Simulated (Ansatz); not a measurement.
AlZnNO:
```cif
data_AlNOZn
_chemical_formula_sum 'Al1 Zn1 O1 N1'
_space_group_name_H-M_alt 'P3m1'
_space_group_IT_number 156
_space_group_name_Hall 'P 3 -2"'
_cell_length_a 3.13506
_cell_length_b 3.13506
_cell_length_c 5.15068
_cell_angle_alpha 90.000
_cell_angle_beta 90.000
_cell_angle_gamma 120.000
loop_
_atom_site_label
_atom_site_type_symbol
_atom_site_symmetry_multiplicity
_atom_site_Wyckoff_symbol
_atom_site_fract_x
_atom_site_fract_y
_atom_site_fract_z
_atom_site_occupancy
Al1 Al 1 b 0.33333 0.66667 0.50422 1
Zn1 Zn 1 c 0.66667 0.33333 0.98770 1
O1 O 1 b 0.33333 0.66667 0.15216 1
N1 N 1 c 0.66667 0.33333 0.60592 1
```

Relaxed with r²SCAN. Plane-wave PAW r²SCAN (Ansatz code) gives a gap of 2.83 eV.

Task: What gap does HSE06 give on the same cell (Ansatz, PAW)?

Result: 3.83 eV, 0.99 eV more. The hybrid was solved on a coarser mesh and at special points; the gap given is the minimum over both.

```json
[
 {"k": "Γ", "v1 r²SCAN": "0.00", "c1 r²SCAN": "2.83", "v1 HSE06": "0.00", "c1 HSE06": "3.83"},
 {"k": "A", "v1 r²SCAN": "-0.21", "c1 r²SCAN": "5.39", "v1 HSE06": "?", "c1 HSE06": "?"},
 {"k": "K", "v1 r²SCAN": "-1.34", "c1 r²SCAN": "6.81", "v1 HSE06": "?", "c1 HSE06": "?"},
 {"k": "H", "v1 r²SCAN": "-0.14", "c1 r²SCAN": "7.88", "v1 HSE06": "?", "c1 HSE06": "?"},
 {"k": "M", "v1 r²SCAN": "-0.46", "c1 r²SCAN": "6.53", "v1 HSE06": "-0.54", "c1 HSE06": "7.38"},
 {"k": "L", "v1 r²SCAN": "-0.46", "c1 r²SCAN": "5.71", "v1 HSE06": "?", "c1 HSE06": "?"}
]
```

Task: Top valence (v1) and lowest conduction level (c1) in eV from each method's valence maximum (which need not be a listed point): supply the withheld HSE06 values.

Result: 
- H, v1 HSE06: -0.12
- H, c1 HSE06: 8.76
- K, v1 HSE06: -1.36
- K, c1 HSE06: 7.69
- L, v1 HSE06: -0.47
- L, c1 HSE06: 6.59
- A, v1 HSE06: -0.17
- A, c1 HSE06: 6.52

Cost on shared cores: the r²SCAN run (SCF on a 10×10×6 mesh, then bands and DOS) very roughly 40 core-seconds, the HSE06 run (SCF on 8×8×4, then a few points) around 2.7 core-minutes (rough); the tasks are unlike.

The start of the workflow was typed in or built on a structure type; neither database checked (COD, Materials Project) lists it. Its standing as an ambient phase is unchecked. The cell was relaxed with r²SCAN under the symmetry of its start; its stability against distortions is not shown here.

Potentials: the earlier of the program's two PAW sets.
